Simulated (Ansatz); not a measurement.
A relaxation computed with Ansatz, from input to last step.

```yaml
crystal:
  lattice:
    - [6.0637821705, -1.0e-10, 0.0]
    - [-3.0318910853, -5.2513894026, 0.0]
    - [0.0, 0.0, -6.4488370057]
  atoms:
    - { symbol: Mn, position: [-0.5, 0.5, 0.5], spin: 1.42 }
    - { symbol: Ti, position: [0.0, 0.5, 0.0] }
    - { symbol: Ti, position: [0.5, 0.5, 0.0] }
    - { symbol: Ti, position: [0.0, 1.0, 0.5] }
    - { symbol: Ti, position: [0.0, 1.0, 0.0] }
    - { symbol: Ti, position: [0.5, 1.0, 0.5] }
    - { symbol: Ti, position: [0.5, 1.0, 0.0] }
    - { symbol: B, position: [0.8333333333, 0.1666666667, 0.25] }
    - { symbol: B, position: [0.8333333333, 0.1666666667, 0.75] }
    - { symbol: B, position: [0.3333333333, 0.1666666667, 0.25] }
    - { symbol: B, position: [0.3333333333, 0.1666666667, 0.75] }
    - { symbol: B, position: [0.8333333333, 0.6666666667, 0.25] }
    - { symbol: B, position: [0.8333333333, 0.6666666667, 0.75] }
    - { symbol: B, position: [0.3333333333, 0.6666666667, 0.25] }
    - { symbol: B, position: [0.3333333333, 0.6666666667, 0.75] }
    - { symbol: B, position: [0.1666666667, 0.3333333333, 0.25] }
    - { symbol: B, position: [0.1666666667, 0.3333333333, 0.75] }
    - { symbol: B, position: [0.6666666667, 0.3333333333, 0.25] }
    - { symbol: B, position: [0.6666666667, 0.3333333333, 0.75] }
    - { symbol: B, position: [0.1666666667, 0.8333333333, 0.25] }
    - { symbol: B, position: [0.1666666667, 0.8333333333, 0.75] }
    - { symbol: B, position: [0.6666666667, 0.8333333333, 0.25] }
    - { symbol: B, position: [0.6666666667, 0.8333333333, 0.75] }
basis:
  ecutwfc: 420
  xc_grid: 2
kpoints:
  mp_grid: { grid: [4, 4, 4], shift: [0.0, 0.0, 0.0] }
hamiltonian:
  xc: pbe
scf:
  occupations: { method: gaussian, width: 0.1 }
output:
  forces: true
  stress: false
  eigenvalues: true
  populations: true
  write_density: true
  write_potential: true
  elf: true
  volumetric_format: npy
magnetization:
  spin_polarized: true
relax:
  adjacent_minimum: "off"
  f_tol: 0.02
  max_steps: 60
```

```bash
ansatz run input.yaml --threads 4 --pin off --max-ram 8192MiB --backend cpu --events-out ev --progress --plain --runs-dir out
```

Theory: DFT PBE, scalar-relativistic, plane waves, PAW (Ansatz 0.2.0).

The cell holds a point defect: Mn after trading places with the vacancy, neutral.

Of 4 frames 4 are shown, positions in Å and forces in eV/Å; the SCF threshold varies from step to step.

```xyz
23
Lattice="6.0638 0.0000 0.0000 -3.0319 -5.2514 0.0000 0.0000 0.0000 -6.4488" Properties=species:S:1:pos:R:3:forces:R:3 pbc="T T T" step=1 free_energy_over_end_meV_per_atom=2.70
Mn   -4.5478   -2.6257   -3.2244    0.0000    0.0000    0.0000
Ti   -1.5159   -2.6257    0.0000    0.0000    0.0000    0.0000
Ti    1.5159   -2.6257    0.0000    0.0000    0.0000    0.0000
Ti   -3.0319   -5.2514   -3.2244    0.0000    0.0000    0.0000
Ti   -3.0319   -5.2514    0.0000    0.0000    0.0000    0.0000
Ti    0.0000   -5.2514   -3.2244    0.0000    0.0000    0.0000
Ti    0.0000   -5.2514    0.0000    0.0000    0.0000    0.0000
B     4.5478   -0.8752   -1.6122    0.0000   -0.2010   -0.3195
B     4.5478   -0.8752   -4.8366    0.0000   -0.2010    0.3195
B     1.5159   -0.8752   -1.6122    0.0000   -0.2735    0.1356
B     1.5159   -0.8752   -4.8366    0.0000   -0.2735   -0.1356
B     3.0319   -3.5009   -1.6122   -0.0605    0.1299   -0.1958
B     3.0319   -3.5009   -4.8366   -0.0605    0.1299    0.1958
B     0.0000   -3.5009   -1.6122    0.0605    0.1299   -0.1958
B     0.0000   -3.5009   -4.8366    0.0605    0.1299    0.1958
B     0.0000   -1.7505   -1.6122    0.0605   -0.1299   -0.1958
B     0.0000   -1.7505   -4.8366    0.0605   -0.1299    0.1958
B     3.0319   -1.7505   -1.6122   -0.0605   -0.1299   -0.1958
B     3.0319   -1.7505   -4.8366   -0.0605   -0.1299    0.1958
B    -1.5159   -4.3762   -1.6122    0.0000    0.2010   -0.3195
B    -1.5159   -4.3762   -4.8366    0.0000    0.2010    0.3195
B     1.5159   -4.3762   -1.6122    0.0000    0.2735    0.1356
B     1.5159   -4.3762   -4.8366    0.0000    0.2735   -0.1356
23
Lattice="6.0638 0.0000 0.0000 -3.0319 -5.2514 0.0000 0.0000 0.0000 -6.4488" Properties=species:S:1:pos:R:3:forces:R:3 pbc="T T T" step=2 free_energy_over_end_meV_per_atom=0.47
Mn   -4.5478   -2.6257   -3.2244    0.0000    0.0000    0.0000
Ti   -1.5159   -2.6257    0.0000    0.0000    0.0000    0.0000
Ti    1.5159   -2.6257    0.0000    0.0000    0.0000    0.0000
Ti   -3.0319   -5.2514   -3.2244    0.0000    0.0000    0.0000
Ti   -3.0319   -5.2514    0.0000    0.0000    0.0000    0.0000
Ti    0.0000   -5.2514   -3.2244    0.0000    0.0000    0.0000
Ti    0.0000   -5.2514    0.0000    0.0000    0.0000    0.0000
B     4.5478   -0.8805   -1.6376    0.0000   -0.1362   -0.1038
B     4.5478   -0.8805   -4.8112    0.0000   -0.1362    0.1038
B     1.5159   -0.8798   -1.6100    0.0000   -0.1619    0.0516
B     1.5159   -0.8798   -4.8388    0.0000   -0.1619   -0.0516
B     3.0309   -3.4975   -1.6298   -0.0294    0.0752   -0.0656
B     3.0309   -3.4975   -4.8191   -0.0294    0.0752    0.0656
B     0.0010   -3.4975   -1.6298    0.0294    0.0752   -0.0656
B     0.0010   -3.4975   -4.8191    0.0294    0.0752    0.0656
B     0.0010   -1.7539   -1.6298    0.0294   -0.0752   -0.0656
B     0.0010   -1.7539   -4.8191    0.0294   -0.0752    0.0656
B     3.0309   -1.7539   -1.6298   -0.0294   -0.0752   -0.0656
B     3.0309   -1.7539   -4.8191   -0.0294   -0.0752    0.0656
B    -1.5159   -4.3709   -1.6376    0.0000    0.1362   -0.1038
B    -1.5159   -4.3709   -4.8112    0.0000    0.1362    0.1038
B     1.5159   -4.3716   -1.6100    0.0000    0.1619    0.0516
B     1.5159   -4.3716   -4.8388    0.0000    0.1619   -0.0516
23
Lattice="6.0638 0.0000 0.0000 -3.0319 -5.2514 0.0000 0.0000 0.0000 -6.4488" Properties=species:S:1:pos:R:3:forces:R:3 pbc="T T T" step=3 free_energy_over_end_meV_per_atom=0.01
Mn   -4.5478   -2.6257   -3.2244    0.0000    0.0000    0.0000
Ti   -1.5159   -2.6257    0.0000    0.0000    0.0000    0.0000
Ti    1.5159   -2.6257    0.0000    0.0000    0.0000    0.0000
Ti   -3.0319   -5.2514   -3.2244    0.0000    0.0000    0.0000
Ti   -3.0319   -5.2514    0.0000    0.0000    0.0000    0.0000
Ti    0.0000   -5.2514   -3.2244    0.0000    0.0000    0.0000
Ti    0.0000   -5.2514    0.0000    0.0000    0.0000    0.0000
B     4.5478   -0.8881   -1.6508    0.0000   -0.0063   -0.0050
B     4.5478   -0.8881   -4.7980    0.0000   -0.0063    0.0050
B     1.5159   -0.8856   -1.6077    0.0000   -0.0114   -0.0145
B     1.5159   -0.8856   -4.8411    0.0000   -0.0114    0.0145
B     3.0295   -3.4932   -1.6388    0.0021   -0.0220   -0.0010
B     3.0295   -3.4932   -4.8100    0.0021   -0.0220    0.0010
B     0.0024   -3.4932   -1.6388   -0.0021   -0.0220   -0.0010
B     0.0024   -3.4932   -4.8100   -0.0021   -0.0220    0.0010
B     0.0024   -1.7582   -1.6388   -0.0021    0.0220   -0.0010
B     0.0024   -1.7582   -4.8100   -0.0021    0.0220    0.0010
B     3.0295   -1.7582   -1.6388    0.0021    0.0220   -0.0010
B     3.0295   -1.7582   -4.8100    0.0021    0.0220    0.0010
B    -1.5159   -4.3632   -1.6508    0.0000    0.0063   -0.0050
B    -1.5159   -4.3632   -4.7980    0.0000    0.0063    0.0050
B     1.5159   -4.3658   -1.6077    0.0000    0.0114   -0.0145
B     1.5159   -4.3658   -4.8411    0.0000    0.0114    0.0145
23
Lattice="6.0638 0.0000 0.0000 -3.0319 -5.2514 0.0000 0.0000 0.0000 -6.4488" Properties=species:S:1:pos:R:3:forces:R:3 pbc="T T T" step=4 free_energy_over_end_meV_per_atom=0.00
Mn   -4.5478   -2.6257   -3.2244    0.0000    0.0000    0.0000
Ti   -1.5159   -2.6257    0.0000    0.0000    0.0000    0.0000
Ti    1.5159   -2.6257    0.0000    0.0000    0.0000    0.0000
Ti   -3.0319   -5.2514   -3.2244    0.0000    0.0000    0.0000
Ti   -3.0319   -5.2514    0.0000    0.0000    0.0000    0.0000
Ti    0.0000   -5.2514   -3.2244    0.0000    0.0000    0.0000
Ti    0.0000   -5.2514    0.0000    0.0000    0.0000    0.0000
B     4.5478   -0.8881   -1.6516    0.0000   -0.0056    0.0013
B     4.5478   -0.8881   -4.7972    0.0000   -0.0056   -0.0013
B     1.5159   -0.8860   -1.6091    0.0000   -0.0086   -0.0014
B     1.5159   -0.8860   -4.8398    0.0000   -0.0086    0.0014
B     3.0296   -3.4938   -1.6393    0.0002   -0.0035    0.0024
B     3.0296   -3.4938   -4.8095    0.0002   -0.0035   -0.0024
B     0.0023   -3.4938   -1.6393   -0.0002   -0.0035    0.0024
B     0.0023   -3.4938   -4.8095   -0.0002   -0.0035   -0.0024
B     0.0023   -1.7576   -1.6393   -0.0002    0.0035    0.0024
B     0.0023   -1.7576   -4.8095   -0.0002    0.0035   -0.0024
B     3.0296   -1.7576   -1.6393    0.0002    0.0035    0.0024
B     3.0296   -1.7576   -4.8095    0.0002    0.0035   -0.0024
B    -1.5159   -4.3633   -1.6516    0.0000    0.0056    0.0013
B    -1.5159   -4.3633   -4.7972    0.0000    0.0056   -0.0013
B     1.5159   -4.3654   -1.6091    0.0000    0.0086   -0.0014
B     1.5159   -4.3654   -4.8398    0.0000    0.0086    0.0014
```

Time: 2.2 min on 4 threads of Arm Neoverse V1 (shared host), peak memory 1.2 GiB.

Only parallel moments were tried here.